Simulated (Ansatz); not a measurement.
## Is this Mo₃W₂ structure a true minimum?

The structure comes from a generated guess, relaxed at this level; another structure or a mixture of phases may lie lower.

Computed with DFT PBE, scalar-relativistic, plane waves, PAW in Ansatz 0.2.0. Cutoff 420 eV; k points 14×14×14 on the computed 5-atom cell (Γ-centred); Gaussian smearing, width 0.10 eV; no spin polarisation.

The cell below (5 atoms, space group Fmmm (No. 69)) is relaxed within its symmetry.

```
CELL_PARAMETERS angstrom
0.00000 2.24330 11.20563
1.58511 0.00000 11.20563
1.58511 2.24330 0.00000
ATOMIC_POSITIONS crystal
Mo 0.90049 0.90049 0.09951
Mo 0.50000 0.50000 0.50000
Mo 0.09951 0.09951 0.90049
W 0.69966 0.69966 0.30034
W 0.30034 0.30034 0.69966
```

For the test a repeat of it with 10 atoms (edges 2.75, 5.26, 11.32 Å) was strained at random (σ = 1.5 % a component), the atoms were moved at random (σ = 0.10 Å), and all was relaxed again on a coarse 8×4×2 mesh (in the run’s order of axes) with 0.20 eV smearing, with no symmetry imposed.

Spin–orbit coupling, which can matter for W, is left out.

Question: What happens?

Answer: It returns, within 1 meV/atom of the unmoved cell on that mesh and with the same symmetry when read at 0.1 Å (P-1 at 0.01 Å, so small strains and shifts remain). No instability shows in this cell; modes of other wave vectors, which need another repeat, aren't tested.
